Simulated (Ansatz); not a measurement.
The relaxed structure here is a generated cell of HfO2: the first start was made by placing the elements on the sites of a structure type, and the end was not matched to a known phase here, so it may be hypothetical. Known forms of HfO2 include space group No. 14, 29, 137, 225.

One stationary structure of HfO2. Computed with r2SCAN (plane waves to 500 eV, PAW, scalar-relativistic; Ansatz, a program for electronic structure).

```
CELL_PARAMETERS angstrom
      0.00000     4.52829     4.52829
      4.52829     0.00000     4.52829
      4.52829     4.52829     0.00000
ATOMIC_POSITIONS crystal
  Hf 0.62500 0.62500 0.62500
  Hf 0.12500 0.62500 0.62500
  Hf 0.62500 0.12500 0.62500
  Hf 0.62500 0.62500 0.12500
  O  0.85530 0.85530 0.85530
  O  0.43411 0.85530 0.85530
  O  0.85530 0.43411 0.85530
  O  0.85530 0.85530 0.43411
  O  0.39470 0.39470 0.39470
  O  0.81589 0.39470 0.39470
  O  0.39470 0.81589 0.39470
  O  0.39470 0.39470 0.81589
```

**Question.** Find the space group and the Wyckoff positions (tolerance 0.01 Å).

**Answer.** Space group Fd-3m, origin choice 1 (No. 227); a = 9.0566 Å, b = 9.0566 Å, c = 9.0566 Å, α = 90.00°, β = 90.00°, γ = 90.00°

```csv
atom,site,symmetry,x,y,z
Hf,16c,.-3m,0.1250,0.1250,0.1250
O,32e,.3m,0.3553,0.3553,0.3553
```

This is the AFLOW prototype AB2_cF48_227_c_e (as in Ti2C).

**Question.** Give the shortest distances between elements (the closest pairs, up to four, under 3.6 Å).

**Answer.** Hf–O 2.10 Å; O–O 2.70 Å; Hf–Hf 3.20 Å.

The volume per atom is 15.48 Å³ and the band gap is 3.91 eV, indirect (valence top at L, conduction bottom at Γ) (no spin-orbit coupling). The smallest direct gap comes out as 3.99 eV at Γ.

No spin polarisation in the result.

The run could not lose the symmetry of its start, so the end can be a saddle point.
